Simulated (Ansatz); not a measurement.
Ge (diamond)

```cif
data_Ge8
_chemical_formula_sum 'Ge8'
_space_group_name_H-M_alt 'Fd-3m :1'
_space_group_IT_number 227
_space_group_name_Hall 'F 4d 2 3 -1d'
_cell_length_a 5.67616
_cell_length_b 5.67616
_cell_length_c 5.67616
_cell_angle_alpha 90.000
_cell_angle_beta 90.000
_cell_angle_gamma 90.000
loop_
_atom_site_label
_atom_site_type_symbol
_atom_site_symmetry_multiplicity
_atom_site_Wyckoff_symbol
_atom_site_fract_x
_atom_site_fract_y
_atom_site_fract_z
_atom_site_occupancy
Ge1 Ge 8 a 0.00000 0.00000 0.00000 1
```
(The calculation used a cell of 2 atoms; values per cell refer to that cell.)

This relaxed cell (volume V₀) is scaled evenly in all directions, its shape held. Symmetry pins the atoms to their sites.

All values below come from PBEsol (plane waves to 420 eV, PAW, scalar-relativistic; Ansatz, a program for electronic structure). k mesh 14×14×14 (Γ-centred), Fermi-Dirac smearing 0.05 eV. E stands for the smeared free energy. Compression counts positive. Ge was relaxed with its symmetry unable to fall. The zero of ΔE is the relaxed starting cell.

Estimate the ΔE (meV/atom) and P (GPa) for V/V₀ = 0.900, 0.933, 1.033, 1.067, 1.083, 1.100.


```tsv
V/V₀	ΔE (meV/atom)	P (GPa)
0.900	59	9.1
0.933	24	5.5
1.033	5	-2.0
1.067	19	-3.7
1.083	29	-4.4
1.100	40	-5.1
```

(A scan under strain: stresses follow from slopes of the energy per volume, elastic moduli from its curvatures.)
